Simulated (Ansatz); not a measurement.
CdSe (wurtzite)

```xyz
4
Lattice="4.3400 0.0000 0.0000 -2.1700 3.7585 0.0000 0.0000 0.0000 7.0780" Properties=species:S:1:pos:R:3 pbc="T T T"
Cd     2.1700     1.2528     0.0040
Cd     0.0000     2.5057     3.5430
Se     2.1700     1.2528     4.4212
Se     0.0000     2.5057     0.8822
```

The slice is a (-1 1 0 2) plane (indices of the conventional cell) through the point (0.333, 0.667, 0.125) (fractional), spanned by u = [110] and v = [1 -1 1] in vectors of this cell: u (4.34 Å) and v (10.32 Å, at 90° to u). It covers one period; positions are fractions (u, v).

Calculation: r2SCAN (plane waves to 500 eV, PAW, scalar-relativistic; Ansatz, a quantum-chemistry and plane-wave program). k mesh 9×9×5. Inside the PAW spheres the values are not all-electron values, and peaks at nuclei hang on which shells count as valence. CdSe was relaxed with its symmetry unable to fall.

Task: Predict the map of the valence electron density on the slice.

Result: 
```
|88665544444444445566|
|55554444667766444455|
|44333355888888553333|
|22223355888888553322|
|11112244667766442211|
|00001133444444331100|
|00001122223322221100|
|00001111222222111100|
|00001111222222111100|
|11111111222222111111|
|22222222333333222222|
|44333333555555333333|
|44444444667766444444|
|55554444667766444455|
|55444444445544444444|
|44443333333333333344|
|33222222111111222222|
|22111111000000111111|
|11111100000000001111|
|22221111000000111122|
|44333311000000113333|
|55554422111111224455|
|88664433221122334466|
|99885544332233445588|
```
Scale: ten equal steps from -2.15 (start of '0') to 1.66 (end of '9'), in the order '0123456789'. Values: log₁₀ of the valence density in e/Å³. The map has 10 points along u (two characters each, u = 0 at the left) and 24 along v (v = 0 in the bottom row). The scale is logarithmic, as a density can span decades between atoms and voids.
